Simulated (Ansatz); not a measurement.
## Sr$_{2}$MgNiS$_{6}$ single point

Input file of Ansatz 0.2.0:

```yaml
crystal:
  lattice:
    - [0.00042604, 6.40504163, 0.0]
    - [6.40566315, 0.0, 0.0]
    - [3.20084023, 3.20178453, -4.55636524]
  atoms:
    - { symbol: Sr, position: [0.2477, 0.7505, 0.5028] }
    - { symbol: Sr, position: [0.7523, 0.2495, 0.4972] }
    - { symbol: Ni, position: [0.0, 0.0, 0.0] }
    - { symbol: Mg, position: [0.5, 0.5, 0.0] }
    - { symbol: S, position: [0.25133, 0.23293, 0.51034] }
    - { symbol: S, position: [0.74867, 0.76707, 0.48966] }
    - { symbol: S, position: [0.20984, 0.26875, 0.009] }
    - { symbol: S, position: [0.79016, 0.73125, 0.991] }
    - { symbol: S, position: [0.27428, 0.78411, 0.98446] }
    - { symbol: S, position: [0.72572, 0.21589, 0.01554] }
kpoints:
  mp_grid: { grid: [4, 4, 4], shift: [0.0, 0.0, 0.0] }
magnetization:
  spin_polarized: false
scf:
  occupations: { method: fermi_dirac, width: 0.0423 }
  lower_state_search: "off"
  max_iter: 200
hamiltonian:
  pseudopotentials: { kind: paw }
  xc: r2scan
  hubbard:
    projectors: all-electron-ortho-atomic
    sites: [{ species: Ni, l: d, u_eff: 1.25 }]
basis:
  ecutwfc: 500
  fft_grid_basis: typed
output:
  forces: true
  stress: true
  eigenvalues: true
  bader: true
  populations: true
  elf: true
  write_potential: true
  volumetric_format: npy
  dos:
    e_range: [-12, 8]
    de: 0.05
    projected: { site_lists: { Mg: [Mg], Ni: [Ni], S: [S], Sr: [Sr] } }
checkpoint:
  read: saved_state
```

The run starts from an earlier solution of this cell. 

Output (shortened):

```
SCF iter   1: F=-20326.0121 eV  Δρ=1.45e-2  dr2=2.25e-2  dr2_τ=4.02e-3
SCF iter   2: F=-20326.0206 eV  Δρ=7.53e-3  dr2=8.92e-3  dr2_τ=9.65e-3
SCF iter   3: F=-20325.9921 eV  Δρ=5.77e-3  dr2=3.78e-2  dr2_τ=7.32e-4  recentre
SCF iter   4: F=-20326.0258 eV  Δρ=4.01e-4  dr2=2.25e-4  dr2_τ=1.24e-5
SCF iter   5: F=-20326.0260 eV  Δρ=1.02e-4  dr2=1.70e-5  dr2_τ=7.71e-7
SCF iter   6: F=-20326.0259 eV  Δρ=3.99e-5  dr2=2.69e-6  dr2_τ=1.14e-7
SCF iter   7: F=-20326.0259 eV  Δρ=2.88e-5  dr2=1.18e-6  dr2_τ=1.63e-8
SCF iter   8: F=-20326.0259 eV  Δρ=1.80e-5  dr2=5.06e-7  dr2_τ=4.61e-9
SCF iter   9: F=-20326.0259 eV  Δρ=6.96e-6  dr2=7.05e-8  dr2_τ=6.64e-10
Free energy (F): -20326.0259 eV
Harris-Foulkes:  -20326.0259 eV  (|F-HF|=7.01e-8)
Internal energy: -20325.9792 eV  (E = F + TS)
E sigma→0 (E₀):  -20326.0025 eV
Entropy (-TS):   -0.0467 eV (-4.670 meV/atom)
Fermi energy:    8.3396 eV
--- Per-component energies (eV) ---
  E_band       = -927.6807
  E_kinetic    = 1503.6027
  E_local      = -8988.1853  (includes V_loc(G=0)·N_el)
  E_nonlocal   = 1306.6216
  E_hartree    = 3498.4262
  E_xc         = -991.2876
  E_vxc        = -1088.6990  (∫ρ·V_xc dr)
  E_hubbard    = 0.5998  (on-site DFT+U / exact-exchange correction)
  E_vhub       = -4.1590  (the Hubbard potential's part of the band-sum identity)
  E_paw        = -11025.2058  (= ΣΔE_a)
  E_vpaw       = -710.2141  (= ΣTr[D̂ρ^β])
  E_aug_tail   = 0.0002  (compensation charges beyond the density's cutoff)
  E_vtau       = 56.5233  (kinetic-family band-sum trace: ∫τ·v_τ [+ j·A + Jᵃ·Aᵃ] dr)
  E_ewald      = -5629.2740
  E_core_change = -1.2770  (= ΣΔE_core)
  E_smearing   = -0.0467  (= −TS)
--- Stress (GPa, compression-positive) ---
        9.2407      -0.2963       0.0659
       -0.2963       9.0960       0.3777
        0.0659       0.3777       9.1459
  P = ⅓ Tr σ = 9.1609 GPa (91.609 kbar)
--- Löwdin populations: 10 sites ---
  site symbol       q [e]
     0     Sr      8.3476
     1     Sr      8.3476
     2     Ni     17.2052
     3     Mg      8.5086
     4      S      6.7860
     5      S      6.7860
     6      S      6.7986
     7      S      6.7986
     8      S      6.7911
     9      S      6.7911
  spilling = 0.0100 (of n_electrons = 84.0000)
--- Bader charges: 10 sites ---
  site symbol  charge [e]  shift [e]
     0     Sr      1.5554     0.0000
     1     Sr      1.5554     0.0000
     2     Ni      0.7924     0.0023
     3     Mg      1.6835     0.0039
     4      S     -0.9279     0.0010
     5      S     -0.9279     0.0010
     6      S     -0.9353     0.0010
     7      S     -0.9353     0.0010
     8      S     -0.9302     0.0011
     9      S     -0.9302     0.0011
```

Origin: a known structure type with other elements, at an estimated volume, so it need not be a known compound. Caveats: no spin polarisation, so a magnetic state may lie lower; the k mesh is coarse if the cell is a metal.
